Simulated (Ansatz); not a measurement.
HfO₂:
```
CELL_PARAMETERS angstrom
      3.60432     0.00000     0.00000
      0.00000     3.60432     0.00000
      0.00000     0.00000     5.26455
ATOMIC_POSITIONS crystal
  Hf 0.00000 0.00000 0.00000
  Hf 0.50000 0.50000 0.50000
  O  0.00000 0.50000 0.19327
  O  0.00000 0.50000 0.69327
  O  0.50000 0.00000 0.30673
  O  0.50000 0.00000 0.80673
```

Relaxed with PBE. Special points in fractions of this cell's reciprocal vectors: Γ (0.000, 0.000, 0.000); X (0.000, 0.500, 0.000); M (0.500, 0.500, 0.000); Z (0.000, 0.000, 0.500); R (0.000, 0.500, 0.500); A (0.500, 0.500, 0.500).

List the band energies nearest the valence-band maximum at these points for PBE with spin–orbit coupling (plane waves, PAW; program Ansatz).

In eV from the valence-band maximum; about four levels below and three above (degenerate sets whole), none deeper than 8.9 eV; points with the same levels are listed once.

| k | below | above |
|---|---|---|
| Γ | -0.06 -0.06 -0.06 -0.06 | 4.67 4.67 4.69 4.69 |
| X | -0.16 -0.16 -0.16 -0.16 | 5.03 5.03 5.03 5.03 |
| M | -0.62 -0.62 -0.62 -0.62 | 5.71 5.71 5.71 5.71 |
| Z | 0.00 0.00 0.00 0.00 | 5.29 5.29 5.29 5.29 |
| R | -0.87 -0.87 -0.87 -0.87 | 5.12 5.12 5.12 5.12 |
| A | -0.07 -0.07 -0.07 -0.07 | 5.76 5.76 5.76 5.76 |

Space group P4_2/nmc. This is a known high-temperature phase of the composition, computed here at zero pressure and temperature. The PBE relaxation kept the symmetry of its start; phonons on a q-mesh show weakly imaginary modes. The run is not spin-polarised.

Potentials: the later of the program's two PAW sets.
